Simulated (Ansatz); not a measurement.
# Structures of Ba2B: which is lowest?

Plane-wave DFT in Ansatz with scalar-relativistic PAW potentials, cutoff 420 eV, Γ-centred meshes chosen by cell and gap, Gaussian smearing with energies taken to zero width. Every cell was relaxed (cell and atoms) in a run of its own, within the symmetry of its start. Functional: PBE.

Relaxed structures (starts from databases or built by putting these elements on another compound's sites):
A. Pnnm, 6 atoms in the computed cell, a = 7.116 Å, b = 7.214 Å, c = 4.724 Å; sites (symmetry × multiplicity) Ba ..m × 4, B ..2/m × 2; start: built
B. R-3m, 3 atoms in the computed cell, a = 4.637 Å, c = 20.474 Å; sites (symmetry × multiplicity) Ba 3m × 6, B -3m × 3; start: built
C. P3_121, 9 atoms in the computed cell, a = 7.189 Å, c = 6.979 Å; sites (symmetry × multiplicity) Ba 1 × 6, B .2. × 3; start: built

Question: Rank them by energy. Could pressure change the order?

Answer:
```csv
structure,group,E − E(lowest) (meV/atom),V (Å³/atom),gap on mesh (eV)
B,R-3m,0.0,42.35,0.00
A,Pnnm,3.1,40.43,0.00
C,P3_121,124,34.71,0.00
```

B and A are level within the 5 meV/atom that separate runs leave open. C is denser by 7.64 Å³/atom, so pressure favours it: ΔE/ΔV, with ΔE in eV and 1 eV/Å³ = 160.2 GPa, gives about 2.6 GPa for equal enthalpy if both cells were rigid, a rough figure since the two compress differently. Other structures may lie lower than all of these, and vibrations aren't counted.

Spin-orbit coupling is left out, which matters for the bands of heavy elements.